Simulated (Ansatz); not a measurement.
BaTiO₃:
```yaml
crystal:
  lattice:
    - [3.95548, 0.00000, 0.00000]
    - [0.00000, 3.95548, 0.00000]
    - [0.00000, 0.00000, 4.04600]
  atoms:
    - { symbol: Ba, position: [0.50000, 0.50000, 0.58272] }
    - { symbol: Ti, position: [0.00000, 0.00000, 0.09791] }
    - { symbol: O, position: [0.00000, 0.50000, 0.06335] }
    - { symbol: O, position: [0.50000, 0.00000, 0.06335] }
    - { symbol: O, position: [0.00000, 0.00000, 0.55266] }
```

Relaxed with PBEsol.

### Question
Give the optical modes at the zone centre with their infrared activity from DFPT, plane-wave PAW PBEsol (Ansatz code).

### Answer
Transverse frequencies, without the LO–TO term; a row sums one degenerate level.

```csv
ω (cm⁻¹),degeneracy,IR ((D/Å)²/amu),activity,symmetry
112i,2,154.08,IR,E
163,1,6.26,IR,A1
170,2,3.80,IR,E
283,1,0.00,IR-inactive,B1
287,2,0.54,IR,E
313,1,38.83,IR,A1
468,2,7.70,IR,E
520,1,14.63,IR,A1
```

### Question
How high does the top mode go among those that the LO–TO term moves?

### Answer
666 cm⁻¹ for q along x, 666 cm⁻¹ for q along y, 712 cm⁻¹ for q along z.

Space group P4mm. The cell was relaxed with PBEsol under the symmetry of its start. At this level the phase is dynamically unstable (imaginary phonons). The run is not spin-polarised. Spin–orbit coupling is left out wherever it is not named.

Potentials: the earlier of the program's two PAW sets. The files were generated under PBE; for other functionals the program regenerates the frozen cores, and for LDA and PBEsol the local potential too.
